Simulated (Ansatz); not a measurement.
Computed with Ansatz, DFT PBE, scalar-relativistic, plane waves, PAW. All cells share a 420 eV cutoff and Γ-centred k meshes spaced about 0.3 Å⁻¹ or finer (0.25 for metals, 2π included). Collinear spin where magnetic atoms keep a moment.

Relaxed structures of Mg2Ti3O3, with energies over the first row. Coordination counts O atoms around Mg and Ti (those within 1.25 times the shortest such distance or 1.15 times the sum of covalent radii; a plus sign parts nearer from farther groups; the shortest distance is added where it is long for a bond; a slash parts the counts of unlike sites).

| # | form | sites | V (Å³/atom) | coordination | ΔE (meV/atom) | moments |
| --- | --- | --- | --- | --- | --- | --- |
| 1 | P-6m2 | Mg 1b, 1e; Ti 3j; O 3k | 12.9 | Mg 6/6 from 3.3 Å, Ti 4 | 0 | no moments |
| 2 | Cmmm | Mg 4e; Ti 2d, 4l; O 4j, 2a | 17.2 | Mg 2, Ti 2 | 209 | no moments |

A further structure, relaxed alike (no moments):

```cif
data_structure
_symmetry_space_group_name_H-M 'P 1'
_symmetry_Int_Tables_number 1
_cell_length_a 3.2405
_cell_length_b 3.2405
_cell_length_c 9.4558
_cell_angle_alpha 90.000
_cell_angle_beta 90.000
_cell_angle_gamma 90.000
_cell_volume 99.29
loop_
_atom_site_label
_atom_site_type_symbol
_atom_site_fract_x
_atom_site_fract_y
_atom_site_fract_z
_atom_site_occupancy
Mg1 Mg 0.50000 0.50000 0.50000 1
Mg2 Mg 0.00000 0.00000 0.00000 1
Ti1 Ti 0.00000 0.00000 0.26645 1
Ti2 Ti 0.00000 0.00000 0.73355 1
Ti3 Ti 0.50000 0.50000 0.00000 1
O1 O 0.50000 0.50000 0.29119 1
O2 O 0.50000 0.50000 0.70881 1
O3 O 0.00000 0.00000 0.50000 1
```

Problem. Place it among the others.

Solution. It falls between rows 1 and 2, 165 meV/atom above row 1, with space group P4/mmm (No. 123) and 12.4 Å³/atom. Counting O atoms around Mg and Ti, this cell has Mg 2+4/8 from 3.6 Å, Ti 2 from 2.8 Å/5 and row 1 has Mg 6/6 from 3.3 Å, Ti 4. Around Mg on its first site lie 2 O at 1.97 Å, 4 O at 2.29 Å and 8 Ti at 3.18 Å; Mg on its second site is surrounded by 4 Ti at 2.29 Å and 2 Ti at 2.52 Å; Ti on a site of symmetry 4mm has 5 O at 2.21–2.30 Å, 1 Mg at 2.52 Å and 4 Mg at 3.18 Å; around O on a site of symmetry 4mm lie 1 Mg at 1.97 Å and 4 Ti at 2.30 Å; 2 more sites not described.

Trial moments fell under 0.15 μB along the way in P-6m2 and P4/mmm; another start might hold them. With atoms moved at random, row 1 (by 0.37 eV/atom) fell into a lower structure. Row 2 and the further cell had no clear such test and can be saddle points.
